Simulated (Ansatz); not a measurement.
Sn (β-Sn type, space group No. 141) at seven volumes, the program Ansatz at the r²SCAN level (PAW), shape and atoms relaxed at each. One row is withheld.

```tsv
V (Å³/atom)	P (GPa)
25.099	6.42
25.926	?
26.754	1.78
27.581	0.00
28.409	-1.48
29.236	-2.71
30.063	-3.75
```

Fit the shown pressures and predict the withheld one.

P = (3/2)B₀(x^(7/2) − x^(5/2))[1 + (3/4)(B′ − 4)(x − 1)] with x = (V₀/V)^(2/3). Least squares on the six rows gives V₀ = 27.584 Å³/atom, B₀ = 53.9 GPa, B′ = 4.94. At V = 25.926, x = 1.0422 and P = 3.90 GPa. The run itself gave 3.89 GPa.

Space group I4_1/amd (β-Sn type). The r²SCAN relaxation kept the symmetry of its start; of distortions, only those at the zone centre were tested. Spin–orbit coupling is left out wherever it is not named.

Potentials: the later of the program's two PAW sets.
